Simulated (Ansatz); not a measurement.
Computed properties of LaGe2

```
La Ge
1.0
    -2.16049    2.16049    7.84055
     2.16049   -2.16049    7.84055
     2.16049    2.16049   -7.84055
La Ge
2 4
Direct
  0.25000 0.75000 0.50000
  0.50000 0.50000 0.00000
  0.66788 0.16788 0.50000
  0.08212 0.08212 0.00000
  0.83212 0.33212 0.50000
  0.91788 0.91788 0.00000
```

Atoms are numbered in the order listed.

Structure from Materials Project entry mp-19761 (possibly hypothetical), not relaxed further.

No spin–orbit coupling, which matters for the heavy atoms here.

All numbers are computed: DFT, PBEsol, all-electron LAPW, scalar-relativistic (Ansatz 0.2.0); DFT, PBEsol, PAW with Ansatz's default frozen-core files, scalar-relativistic (Ansatz 0.2.0).

For LAPW: a Γ-centred 9×9×9 k mesh, Fermi–Dirac smearing of 0.08 eV, basis error target 1 meV/atom, no spin polarisation. PAW takes a cutoff of 420 eV at this cell (files made with PBE, cores remade for this functional). The Ansatz runs share mesh, smearing and spin set-up. Values come from LAPW unless marked.

| Item | Value |
| --- | --- |
| Pressure at this cell | -3.05 GPa |
| Band gap | none: bands cross the Fermi level, a metal |
| Stress xx, yy, zz (compression positive) | -2.99, -2.99, -3.16 GPa |
| Largest force | 0.062 eV/Å on Ge6 |
| Density of states at the Fermi level (0.2 eV bin) | 2.16 states/eV per cell |
| Löwdin charges (with 0.13 e of the cell spilling out of the atomic basis, so their sizes and signs hang on that basis) | La1 0.38, Ge3 -0.16 e |
| Bader charges (from the PAW run) | La1 +1.35, Ge3 -0.67 e |
| Volume per atom | 164.6 bohr³ |
